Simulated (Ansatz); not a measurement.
**Computed map of one atom of the cell: SiC (wurtzite)**

Relaxed SiC (wurtzite):

```xyz
4
Lattice="3.0920 0.0000 0.0000 -1.5460 2.6777 0.0000 0.0000 0.0000 5.0743" Properties=species:S:1:pos:R:3 pbc="T T T"
Si     1.5460     0.8926     0.0026
Si     0.0000     1.7851     2.5398
C      1.5460     0.8926     3.1698
C      0.0000     1.7851     0.6327
```

Two-dimensional scan of atom 4 (C, nearest neighbour Si at 1.893 Å; its periodic images, 3.1 Å or more away, move with it): u runs along (1.000, 0.000, 0.000), v along (0.000, 1.000, 0.000) (Cartesian). Cell and other atoms are fixed.

The numbers are results of PBE (plane waves to 420 eV, PAW, scalar-relativistic; Ansatz, a quantum-chemistry and plane-wave program), not measurements. k mesh 10×10×5 (Γ-centred), Fermi-Dirac smearing 0.05 eV. Energies are smeared free energies. Fu and Fv are the components of the force on the atom. SiC was relaxed with its symmetry unable to fall. The zero of ΔE is the undisplaced structure. Axes are in Å.

ΔE (meV/cell), with u across and v down:

```csv
v \ u,-0.280,-0.187,-0.093,0.000,0.093,0.187,0.280
-0.280,2024,1190,712,556,712,1190,2024
-0.187,1488,799,402,272,402,799,1488
-0.093,1055,501,180,74,180,501,1055
0.000,762,332,82,0,82,332,762
0.093,651,334,150,89,150,334,651
0.187,764,553,432,393,432,553,764
0.280,1154,1048,992,974,992,1048,1154
```

Fu (eV/Å), with u across and v down:

| v \ u | -0.280 | -0.187 | -0.093 | 0.000 | 0.093 | 0.187 | 0.280 |
|---|---|---|---|---|---|---|---|
| -0.280 | 11.02 | 6.95 | 3.36 | 0.00 | -3.36 | -6.95 | -11.02 |
| -0.187 | 9.08 | 5.76 | 2.80 | 0.00 | -2.80 | -5.76 | -9.08 |
| -0.093 | 7.28 | 4.65 | 2.26 | 0.00 | -2.26 | -4.65 | -7.28 |
| 0.000 | 5.64 | 3.62 | 1.76 | 0.00 | -1.76 | -3.62 | -5.64 |
| 0.093 | 4.16 | 2.66 | 1.30 | 0.00 | -1.30 | -2.66 | -4.16 |
| 0.187 | 2.79 | 1.76 | 0.85 | 0.00 | -0.85 | -1.76 | -2.79 |
| 0.280 | 1.44 | 0.85 | 0.39 | 0.00 | -0.39 | -0.85 | -1.44 |

What the scan shows:

```
Item                                                                                                                                          Result
-----------------------------------------------------------------------------  ---------------------------------------------------------------------
Principal force constants in the plane (five-point differences of the forces)                                                  18.7 eV/Å², isotropic
Centre of the map                                                                                                                          a minimum
Lowest place on the grid                                                                                       u = 0.000 Å, v = 0.000 Å (0 meV/cell)
Highest place on the grid, met at several equal points                         u = -0.280 Å, v = -0.280 Å; u = 0.280 Å, v = -0.280 Å (2024 meV/cell)
```

(For displaced atoms, the force is minus the slope of the energy, and its curvature is a force constant, which sets phonon frequencies.)
